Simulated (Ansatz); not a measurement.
FeS2:
```yaml
crystal:
  lattice:
    - [4.43877, 0.00000, 0.00000]
    - [0.00000, 5.40953, 0.00000]
    - [0.00000, 0.00000, 3.38957]
  atoms:
    - { symbol: Fe, position: [0.00000, 0.00000, 0.00000] }
    - { symbol: Fe, position: [0.50000, 0.50000, 0.50000] }
    - { symbol: S, position: [0.20626, 0.37517, 0.00000] }
    - { symbol: S, position: [0.79374, 0.62483, 0.00000] }
    - { symbol: S, position: [0.70626, 0.12483, 0.50000] }
    - { symbol: S, position: [0.29374, 0.87517, 0.50000] }
```

Relaxed with PBE.

Map the electron localisation function on the plane through (0.000, 0.000, 0.000) spanned by u = [1, 0, 0] and v = [0, 1, 0] in lattice vectors, from the program Ansatz at the PBE level (PAW).

x is the fraction of u, y of v (the angle between them is 90°; rows are the nearest grid lines); atoms in the plane: Fe at (0.00, 0.00), S at (0.21, 0.38), S at (0.79, 0.62).
```
|@@#+-....     ....-+#@@|
|@%*=:....      ...-=*%@|
|##+-:....      .:.:-=*#|
|:::.....      :=++=:..:|
|.......      :=*#%%*=:.|
|=::..       .-*#%@@@@#=|
|#=:.       .-+#%%@@@@@#|
|%+:        .=*##++#%@@%|
|%+:        :+##+: .=%%%|
|%*=--=--:..:+#%#:  :#%%|
|%*******=:..=#%%+--*%@%|
|%%%%#%%%*=..-*%%%#*%@%%|
|%%@%*#%%%*-..=*%%%#%%%%|
|%@%*--+%%#=..:=*******%|
|%%#:  :#%#+:..:--=--=*%|
|%%%=. :+##+:        :+%|
|%@@%#++##*=.        :+%|
|#@@@@@%%#+-.       .:=#|
|=#@@@@%#*-.       ..::=|
|.:=*%%#*=:      .......|
|:..:=++=:      .....:::|
|#*=-:.:.      ....:-+##|
|@%*=-...      ....:=*%@|
|@@#+-....     ....-+#@@|
```
Scale: ten equal steps from 0.023 (start of ' ') to 0.900 (end of '@'), in the order ' .:-=+*#%@'; x runs from 0.000 to 1.00, y from 0.000 (bottom) to 1.00 (top).

The density is the valence pseudo-density with augmentation charge, so density and ELF within about 1 Å of a nucleus are not all-electron values.

Space group Pnnm. The PBE relaxation kept the symmetry of its start; phonons on a q-mesh show no instability. The workflow began spin-polarised and lost its moments.

Potentials: the later of the program's two PAW sets.
